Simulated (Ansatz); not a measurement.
Crystals in the fcc lattice, computed with r2SCAN in Ansatz (plane-wave DFT, scalar-relativistic, harmonic phonons, no LO–TO term at Γ; smeared occupations, about 0.1 eV; no spin; PAW, where unfrozen means all-electron datasets; each on its own modest k mesh, which can be coarse for ε∞).

| crystal | cell | k mesh | potentials | phonons by | Å³/atom | lowest mode at X = [0.5, 0, 0.5] (cm⁻¹) | top mode at X = [0.5, 0, 0.5] (cm⁻¹) |
| --- | --- | --- | --- | --- | --- | --- | --- |
| Cu | typed | 8×8×8 | unfrozen PAW | finite displacements | 12.01 | ? | ? |
| Rh | typed | 8×8×8 | unfrozen PAW | finite displacements | 14.05 | 169 | 192 |
| Pd | typed | 8×8×8 | unfrozen PAW | finite displacements | 15.29 | ? | ? |
| Ag | typed | 8×8×8 | unfrozen PAW | finite displacements | 17.87 | 99 | 148 |
| Au | typed | 8×8×8 | unfrozen PAW | finite displacements | 18.00 | 70 | 127 |
| Pb | typed | 8×8×8 | unfrozen PAW | finite displacements | 31.82 | 41 | 52 |

Question: Estimate the entries marked ?.

Answer: Cu: lowest mode at X = [0.5, 0, 0.5] (cm⁻¹) 160, top mode at X = [0.5, 0, 0.5] (cm⁻¹) 225. Pd: lowest mode at X = [0.5, 0, 0.5] (cm⁻¹) 139, top mode at X = [0.5, 0, 0.5] (cm⁻¹) 202.
